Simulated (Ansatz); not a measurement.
# Equation of state of Li$_{3}$Au

A database entry relaxed whole under r2SCAN (Fm-3m):

```xyz
4
Lattice="0.0000 3.1290 3.1290 3.1290 0.0000 3.1290 3.1290 3.1290 0.0000" Properties=species:S:1:pos:R:3 pbc="T T T"
Li    1.5645    1.5645    1.5645
Li    4.6935    4.6935    4.6935
Li    3.1290    3.1290    3.1290
Au    0.0000    0.0000    0.0000
```

The cell was scaled uniformly, its shape held, and the atoms relaxed at each volume with plane-wave PAW DFT (Ansatz 0.2.0; r2SCAN, 500 eV, 9×9×9 Γ-centred mesh, fermi-dirac occupations of width 0.100 eV; no spin, no spin-orbit coupling). One row is withheld.

```tsv
volume (Å³/atom)	energy over the lowest (meV/atom)	pressure (GPa)
14.399	6.9	2.54
14.705	3.0	1.60
15.012	?	?
15.318	0.0	-0.01
15.624	0.7	-0.69
15.931	2.6	-1.32
16.237	5.7	-1.88
```

Problem. Fit the pressures of the other rows to the third-order Birch-Murnaghan form.

Solution. With f = [(V₀/V)^(2/3) − 1]/2 and P = 3B₀f(1 + 2f)^(5/2)[1 + 3(B₀′ − 4)f/2], least squares gives V₀ = 15.32 Å³ an atom, B₀ = 36.2 GPa and B₀′ = 4.1; the rows miss the fit by less than 0.01 GPa. The slope of the energies differs from these pressures by less than 0.05 GPa.

Problem. What does the withheld row hold?

Solution. The fit gives 0.76 GPa at 15.012 Å³; the run gave 0.76 GPa and 0.7 meV an atom.

Caveats: the shape of the cell was held; 0 K, fixed nuclei; the symmetry was kept, and this need not be the phase that is stable at 0 K; one mesh for all volumes; pressure is positive in compression.
